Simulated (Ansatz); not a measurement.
A geometry of Cu away from equilibrium: the start of the relaxation of a generated cell, Cu built in the AFLOW prototype A_hR2_166_c (A7, as in As). Computed with r2SCAN (plane waves to 500 eV, PAW, scalar-relativistic; Ansatz, a quantum-chemistry and plane-wave program). Γ-centred k-mesh 13×13×13 on the run's cell (coarser than for final values), Fermi–Dirac smearing 0.05 eV.

```xyz
2
Lattice="1.5413 0.8899 2.8582 -1.5413 0.8899 2.8582 0.0000 -1.7798 2.8582" Properties=species:S:1:pos:R:3 pbc="T T T"
Cu     0.0000     0.0000     1.9511
Cu     0.0000     0.0000     6.6236
```

Predict the force on each atom, in eV/Å.


```
atom    Fx    Fy     Fz
----  ----  ----  -----
Cu1   0.00  0.00   4.69
Cu2   0.00  0.00  -4.69
```

What is the pressure?

+35.4 GPa, compression positive.

How far above the relaxed end point is this geometry?

1.01 eV/atom; the path ends in Fm-3m (No. 225) (fcc (Cu type)).

No spin polarisation in the result.

The run could not lose the symmetry of its start.
